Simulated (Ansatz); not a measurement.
# Ag: frozen-core PAW against all-electron methods

```yaml
crystal:
  lattice:
    - [0.02043, 2.05332, 2.05332]
    - [2.05332, 0.02043, 2.05332]
    - [2.05332, 2.05332, 0.02043]
  atoms:
    - { symbol: Ag, position: [0.00000, 0.00000, 0.00000] }
```

The cell comes from COD entry 9008459, which wasn't checked; take it as a given geometry. The listed cell was then made from it by scaling, straining or moving an atom.

All numbers are computed: DFT, LDA, PAW with Ansatz's default frozen-core files, scalar-relativistic (Ansatz 0.2.0); DFT, LDA, all-electron PAW with datasets made for the crystal, scalar-relativistic (Ansatz 0.2.0); DFT, LDA, all-electron LAPW, scalar-relativistic (Ansatz 0.2.0).

For PAW: a Γ-centred 15×15×15 k mesh, Fermi–Dirac smearing of 0.05 eV, cutoff 420 eV, no spin polarisation; the PAW files were made with PBE, and the program remakes their frozen cores for this functional. The crystal-made all-electron datasets (AE datasets) take a cutoff of 260 eV at this cell. LAPW targets a basis error of 1 meV/atom. The Ansatz runs share mesh, smearing and spin set-up. Plane-wave (PAW) pressures include the program's estimate of the Pulay term.

Stress and pressure are positive in compression.

The change that made this cell: equal xy, yz and zx engineering shear strains of +1 %.

```tsv
quantity	PAW	AE datasets	LAPW
pressure (GPa)	-7.42	-7.42	-7.42
stress yz (GPa)	-0.20	-0.20	-0.20
stress xz (GPa)	-0.20	-0.20	-0.20
stress xy (GPa)	-0.20	-0.20	-0.20
```

PAW's pressure differs from the LAPW value by about 0.01 GPa or less.
